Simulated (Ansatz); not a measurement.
CsSnBr₃ (cubic perovskite, Pm-3m) under volume change, the program Ansatz at the PBE level (PAW), scaled uniformly.

| V (Å³/atom) | E − E(relaxed) (meV/atom) | P (GPa) |
|---|---|---|
| 37.131 | 23.6 | 2.24 |
| 38.355 | 9.9 | 1.37 |
| 39.579 | 2.3 | 0.63 |
| 40.803 | 0.0 | 0.00 |
| 42.027 | 2.1 | -0.53 |
| 43.251 | 7.9 | -0.98 |
| 44.475 | 16.8 | -1.36 |

### Question
What does a third-order Birch–Murnaghan fit give for V₀, B₀ and B′?

### Answer
V₀ = 40.81 Å³/atom, B₀ = 19.2 GPa, B′ = 4.5.

Symmetry was held in the PBE relaxation; of distortions, only those at the zone centre were tested. Spin–orbit coupling is left out wherever it is not named.

Potentials: the later of the program's two PAW sets.
